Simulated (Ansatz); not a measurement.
Input:

ZrCu:
```cif
data_Cu4Zr4
_chemical_formula_sum 'Zr4 Cu4'
_space_group_name_H-M_alt 'P 1'
_space_group_IT_number 1
_cell_length_a 5.26284
_cell_length_b 5.26284
_cell_length_c 5.27415
_cell_angle_alpha 81.928
_cell_angle_beta 98.072
_cell_angle_gamma 77.254
loop_
_space_group_symop_operation_xyz
  'x, y, z'
loop_
_atom_site_label
_atom_site_type_symbol
_atom_site_fract_x
_atom_site_fract_y
_atom_site_fract_z
_atom_site_occupancy
Zr1 Zr 0.90816 0.09184 0.00966 1
Zr2 Zr 0.41056 0.58944 0.97908 1
Zr3 Zr 0.82379 0.73323 0.58970 1
Zr4 Zr 0.26677 0.17621 0.58970 1
Cu1 Cu 0.71638 0.28362 0.45155 1
Cu2 Cu 0.30315 0.69685 0.43689 1
Cu3 Cu 0.44689 0.05222 0.14947 1
Cu4 Cu 0.94778 0.55311 0.14947 1
```

This is the r²SCAN-relaxed structure.

Task: All from the program Ansatz at the r²SCAN level (PAW), unless another level is named. Estimate the density of states at the Fermi level.

Result: 0.91 states/eV per atom (mean over ±0.08 eV).

Task: Next, the formation energy from the elements (no fitted shifts)?

Result: -0.15 eV/atom.

Task: Predict the gap with spin–orbit coupling.

Result: none (metallic).

Space group Cm. The first step of the workflow began from a Materials Project structure, measured or hypothetical; the Crystallography Open Database copy checked does not list it. Its standing as an ambient phase is unchecked. The cell was relaxed with r²SCAN under the symmetry of its start; its stability against distortions is not shown here. The run is not spin-polarised. The references are the lowest solids computed at this level, not always the standard phases. Spin–orbit coupling is left out wherever it is not named.

Potentials: the later of the program's two PAW sets.
